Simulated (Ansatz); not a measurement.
GaSb:
```yaml
crystal:
  lattice:
    - [-1.57425, 2.55189, 2.82665]
    - [1.57425, -2.55189, 2.82665]
    - [1.57425, 2.55189, -2.82665]
  atoms:
    - { symbol: Ga, position: [0.00000, 0.00000, 0.00000] }
    - { symbol: Sb, position: [0.50000, 0.50000, 0.00000] }
```

Relaxed with PBEsol. Special points in fractions of this cell's reciprocal vectors: Γ (0.000, 0.000, 0.000); X (0.500, 0.500, -0.500); F2 (0.328, 0.672, -0.328); Σ0 (-0.328, 0.328, 0.328); Y0 (0.454, -0.454, 0.454); U0 (0.546, 0.454, -0.454); R (0.000, 0.500, 0.000); W (0.250, 0.250, 0.250); S (0.500, 0.000, 0.000); T (0.000, 0.000, 0.500).

Task: List the band energies nearest the Fermi level at these points for the program Ansatz at the PBEsol level (PAW).

Result: In eV from the Fermi level; about four levels below and three above (degenerate sets whole), none deeper than 8.9 eV; points with the same levels are listed once.

```
k                     below            above
--  -----------------------  ---------------
Γ         -2.59 -2.18 -1.58   3.43 4.91 6.45
X         -5.85 -5.49 -5.04  2.48 6.46 10.39
F2  -5.36 -3.79 -3.05 -3.04   4.07 4.97 7.26
Y0        -6.36 -5.44 -4.34  2.53 6.50 10.17
R   -6.51 -1.80 -0.45 -0.35   0.89 2.95 3.63
W   -8.06 -5.31 -4.78 -3.62   2.92 4.06 5.11
S               -8.38 -0.05   1.54 2.73 3.16
T   -5.42 -3.12 -2.31 -2.06   3.07 4.38 7.26
```

Space group Immm. The first step of the workflow began from a Materials Project structure, measured or hypothetical; the Crystallography Open Database copy checked does not list it. It is not the phase usual at ambient conditions (space group No. 216). The cell was relaxed with PBEsol under the symmetry of its start; phonons show weakly imaginary modes. Spin–orbit coupling is left out wherever it is not named.

Potentials: the later of the program's two PAW sets.
